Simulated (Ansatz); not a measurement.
BeSe (CsCl type, Pm-3m), PBEsol (plane waves, PAW; program Ansatz), all energies at zero smearing, with the estimated change up to a 700 eV cutoff added, with one set of potentials and settings (totals compare only within such a set). Cell of 2 atoms (1 Be, 1 Se): -5513.641 eV.

| element | reference phase | E (eV/atom) |
|---|---|---|
| Be | P6_3/mmc, 2 atoms in the cell | -90.3483 |
| Se | P3_121, 3 atoms in the cell | -5424.2079 |

Formation energy per atom, worked out: (-5513.641 − 1×(-90.3483) − 1×(-5424.2079))/2 = 0.458 eV/atom (44 kJ per mol of atoms), at 0 K, without zero-point energy or fitted corrections.

A made-up cell: these elements were put on the sites of a structure type; neither database checked (COD, Materials Project) lists it. COD files the formula under space group No. 216. Its standing as an ambient phase is unchecked. The PBEsol relaxation kept the symmetry of its start. At this level the phase is dynamically unstable (imaginary phonons). The references are the lowest solids computed at this level, not always the standard phases.

Potentials: the later of the program's two PAW sets.
